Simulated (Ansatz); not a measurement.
PbS:
```xyz
2
Lattice="0.0000 3.0043 3.0043 3.0043 0.0000 3.0043 3.0043 3.0043 0.0000" Properties=species:S:1:pos:R:3 pbc="T T T"
Pb     0.0000     0.0000     0.0000
S      3.0043     3.0043     3.0043
```

Relaxed with PBE. Special points in fractions of this cell's reciprocal vectors: Γ (0.000, 0.000, 0.000); X (0.500, 0.000, 0.500); U (0.625, 0.250, 0.625); K (0.375, 0.375, 0.750); L (0.500, 0.500, 0.500); W (0.500, 0.250, 0.750).

Question: List the band energies nearest the Fermi level at these points for DFT-PBE with spin–orbit coupling in the program Ansatz with PAW potentials.

Answer: In eV from the Fermi level; about four levels below and three above (degenerate sets whole), none deeper than 8.9 eV; points with the same levels are listed once.

| k | below | above |
|---|---|---|
| Γ | -1.95 -1.95 -1.95 -1.95 | 3.36 3.36 5.83 5.83 5.83 5.83 |
| X | -3.41 -3.41 -3.10 -3.10 | 4.05 4.05 4.32 4.32 |
| U | -2.82 -2.82 -2.34 -2.34 | 2.90 2.90 4.08 4.08 |
| L | -0.05 -0.05 0.00 0.00 | 1.67 1.67 2.58 2.58 |
| W | -4.04 -4.04 -0.99 -0.99 | 1.92 1.92 4.47 4.47 |

Space group Fm-3m (rock salt). The cell was relaxed with PBE under the symmetry of its start; of distortions, only those at the zone centre were tested.

Potentials: the later of the program's two PAW sets.
